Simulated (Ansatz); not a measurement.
Input:

Si2Mo:
```xyz
9
Lattice="4.5842 0.0000 0.0000 -2.2921 3.9700 0.0000 0.0000 0.0000 6.5763" Properties=species:S:1:pos:R:3 pbc="T T T"
Si    -1.1654     3.3195     5.4802
Si     1.1267     0.6505     1.0960
Si     0.0000     1.3010     3.2881
Si     3.4575     0.6505     5.4802
Si     1.1654     3.3195     1.0960
Si     2.2921     2.6690     3.2881
Mo     2.2921     0.0000     3.2881
Mo     1.1461     1.9850     5.4802
Mo    -1.1461     1.9850     1.0960
```

This is the r²SCAN-relaxed structure.

Task: All from r²SCAN in the plane-wave PAW code Ansatz, unless another level is named. Give the smallest direct gap on the standard path.

Result: 0.69 eV.

Task: And the gap with spin–orbit coupling?

Result: 0.15 eV.

Task: Predict the hole effective mass.

Result: 0.43, 0.46, 0.55 mₑ (principal values).

Task: Next, the band gap?

Result: 0.16 eV (indirect).

Task: Next, the weight of the conduction-edge state by species (Voronoi cells)?

Result: Mo 58 %, Si 42 %.

Task: Predict the valence-band maximum.

Result: at L.

Space group P6_222. The workflow started from a Materials Project entry (that database holds measured and hypothetical structures alike); the Crystallography Open Database copy checked does not list it. It is not the phase usual at ambient conditions (space group No. 139). Symmetry was held in the r²SCAN relaxation; its stability against distortions is not shown here. No spin polarisation was allowed. Spin–orbit coupling is left out wherever it is not named.

Potentials: the later of the program's two PAW sets.
